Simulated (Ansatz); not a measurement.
Relaxed CdS (zinc blende):

```
CdS
1.0
    0.00000     5.92710     5.92710
    2.96355     2.96355     5.92710
    2.96355     2.96355     0.00000
S Cd
2 2
Cartesian
  4.44532   4.44532   4.44532
  4.44532   7.40887   7.40887
  0.00000   0.00000   0.00000
  2.96355   5.92710   2.96355
```

The atoms are displaced by Q × the pattern below (from a DFPT mode at X = (0.5, 0.5, 0.0), largest move 1; Q in Å), at fixed cell. It is one choice among 2 degenerate patterns. (q is in reciprocal vectors of the primitive cell; the cell shown is doubled to hold the pattern.)

| atom | x | y | z |
|---|---|---|---|
| S1 | 0.000 | -1.000 | 0.000 |
| S2 | 0.000 | 1.000 | 0.000 |
| Cd3 | 0.185 | 0.000 | 0.000 |
| Cd4 | -0.185 | 0.000 | 0.000 |

The numbers are results of PBE (plane waves to 420 eV, PAW, scalar-relativistic; Ansatz, a quantum-chemistry and plane-wave program), not measurements. k mesh 10×10×10 (Γ-centred), Fermi-Dirac smearing 0.05 eV. The energy includes the smearing's −TS. Compression counts positive. CdS was relaxed with its symmetry unable to fall. The PAW data are Ansatz's earlier set. ΔE is measured from the undisplaced structure.

```csv
Q (Å),ΔE (meV/cell),−dE/dQ from forces (eV/Å),P (GPa)
-0.100,86.5,1.732,0.38
-0.083,60.0,1.442,0.27
-0.067,38.4,1.153,0.17
-0.050,21.6,0.864,0.10
-0.033,9.6,0.576,0.05
-0.017,2.4,0.288,0.01
0.000,0.0,0.000,0.00
0.017,2.4,-0.288,0.01
0.033,9.6,-0.576,0.05
0.050,21.6,-0.864,0.10
0.067,38.4,-1.153,0.17
0.083,60.0,-1.442,0.27
0.100,86.5,-1.732,0.38
```

Read from the data:

```
Property                                                                                                              Value
-----------------------------------------------------------  --------------------------------------------------------------
Energy at Q = 0.100 Å                                                                                         86.5 meV/cell
Space group of the distorted cell                                                       C222_1 (No. 20), lowered from F-43m
Symmetry of the curve                                                                         even: the same for both signs
Shape of the curve                                           a single well with its minimum at or next to zero displacement
Harmonic wavenumber from the curvature (finite differences)                                                        256 cm⁻¹
Wavenumber by perturbation theory (DFPT, on another k mesh)                                                        256 cm⁻¹
```

(A displaced cell: forces are minus the slopes of the energy, force constants its curvatures, and phonons follow from these.)
